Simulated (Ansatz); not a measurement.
Si$_{3}$N$_{4}$:
```cif
data_N8Si6
_chemical_formula_sum 'Si6 N8'
_space_group_name_H-M_alt 'P63/m'
_space_group_IT_number 176
_space_group_name_Hall '-P 6c'
_cell_length_a 7.62452
_cell_length_b 7.62452
_cell_length_c 2.91042
_cell_angle_alpha 90.000
_cell_angle_beta 90.000
_cell_angle_gamma 120.000
loop_
_atom_site_label
_atom_site_type_symbol
_atom_site_symmetry_multiplicity
_atom_site_Wyckoff_symbol
_atom_site_fract_x
_atom_site_fract_y
_atom_site_fract_z
_atom_site_occupancy
Si1 Si 6 h 0.40638 0.23245 0.25000 1
N1 N 2 d 0.66667 0.33333 0.25000 1
N2 N 6 h 0.02961 0.33000 0.25000 1
```

This is the PBEsol-relaxed structure.

Problem. All from plane-wave PAW PBEsol (Ansatz code), unless another level is named. Estimate the Young's modulus.

Solution. 304 GPa.

Problem. Next, the vibrational entropy at 300 K?

Solution. 9.3 J/(K·mol of atoms).

Problem. Predict the zero-point energy.

Solution. 112.6 meV/atom.

Problem. Give the highest zone-centre frequency (without LO–TO term).

Solution. 1041 cm⁻¹.

Space group P6_3/m. Symmetry was held in the PBEsol relaxation.

Potentials: the earlier of the program's two PAW sets. The files were generated under PBE; for other functionals the program regenerates the frozen cores, and for LDA and PBEsol the local potential too.
